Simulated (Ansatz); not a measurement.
**Property card for two-dimensional InSe**

InSe:
```xyz
4
Lattice="3.9519 0.0000 0.0000 -1.9760 3.4225 0.0000 0.0000 0.0000 37.0000" Properties=species:S:1:pos:R:3 pbc="T T F"
Se     0.0000     0.0000    21.1442
Se     0.0000     0.0000    15.8558
In     0.0000     2.2816    17.1312
In     0.0000     2.2816    19.8688
```
Free-standing layer in the xy plane with vacuum along z and no interaction between images.

Method: LDA in the plane-wave PAW code Ansatz. Lattice and atoms are relaxed at this level; other levels are named.

**Structure**

```json
{
 "In-plane lattice": "a = 3.952 Å",
 "distance_between_the_outermost_nuclei": "5.29 Å"
}
```

**Electronic structure**

```json
{
  "band_gap": "1.67 eV (indirect)",
  "valence_band_maximum": "on the K–Γ line, 70 % of the way from K",
  "conduction_band_minimum": "at Γ",
  "Ionisation potential (Kohn–Sham)": "6.19 eV",
  "Electron affinity (Kohn–Sham)": "4.52 eV",
  "Electron effective mass, in the valley at Γ": "0.16 mₑ",
  "Hole effective mass, in the valley on the K–Γ line, 70 % of the way from K": "6.0 along x, 2.5 along y (mₑ)"
}
```

Space group P-6m2 (GaSe-type). A layer that has been made, often on a substrate. The LDA relaxation kept the symmetry of its start; whether a distortion lowers the energy is not shown. Scalar-relativistic: spin–orbit coupling is off unless named, which matters more the heavier the elements.

Potentials: the later of the program's two PAW sets.
